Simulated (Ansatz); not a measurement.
A geometry of AlCu away from equilibrium: the start of the relaxation of a relaxed AlCu cell, doubled along one cell vector, shaken by Gaussian noise of σ = 0.08 Å a coordinate. Calculation: PBEsol (plane waves to 420 eV, PAW, scalar-relativistic; Ansatz, an electronic-structure program). Γ-centred k-mesh 12×8×4 on the run's cell (coarser than for final values), Fermi–Dirac smearing 0.05 eV.

```xyz
8
Lattice="2.7204 0.0000 0.0000 0.0000 4.4190 0.0000 0.0000 0.0000 8.7532" Properties=species:S:1:pos:R:3 pbc="T T T"
Al     0.0831    -0.0054     0.3300
Al     0.0077     0.1641     4.9213
Al     1.3711     2.0258     3.9516
Al     1.3697     2.2432     8.1789
Cu    -0.0455     2.0422     1.6914
Cu     0.1096     2.1801     6.1474
Cu     1.3776    -0.1580     2.4844
Cu     1.3288    -0.0473     7.0678
```

Question: Which atoms carry the largest force, and which way does it point?

Answer: 2.41 eV/Å, on Al2 (atoms numbered as listed); on Al2 its components are (-0.04, -2.38, -0.38).

Question: What is the pressure?

Answer: +3.1 GPa, compression positive.

No spin polarisation in the result.

The end of the path is a generated cell of AlCu: the first start was made by placing the elements on the sites of a structure type, and the end was not matched to a known phase here, so it may be hypothetical.
